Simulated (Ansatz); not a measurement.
Bi2Te3:
```yaml
crystal:
  lattice:
    - [2.20079, 1.27063, 10.53413]
    - [-2.20079, 1.27063, 10.53413]
    - [0.00000, -2.54125, 10.53413]
  atoms:
    - { symbol: Bi, position: [0.60200, 0.60200, 0.60200] }
    - { symbol: Bi, position: [0.39800, 0.39800, 0.39800] }
    - { symbol: Te, position: [0.78545, 0.78545, 0.78545] }
    - { symbol: Te, position: [0.21455, 0.21455, 0.21455] }
    - { symbol: Te, position: [0.00000, 0.00000, 0.00000] }
```

Relaxed with r²SCAN+D4.

### Question
Give the Bader charges and basin volumes of the independent atoms, r²SCAN+D4 in the plane-wave PAW code Ansatz.

### Answer


```tsv
atom	Bader charge (e)	Bader volume (Å³)
Bi1	+0.78	27.3
Te3	-0.44	42.0
Te5	-0.68	38.1
```

Space group R-3m. Symmetry was held in the r²SCAN+D4 relaxation. Spin–orbit coupling is left out wherever it is not named.

Potentials: the earlier of the program's two PAW sets. The files were generated under PBE; for other functionals the program regenerates the frozen cores, and for LDA and PBEsol the local potential too.
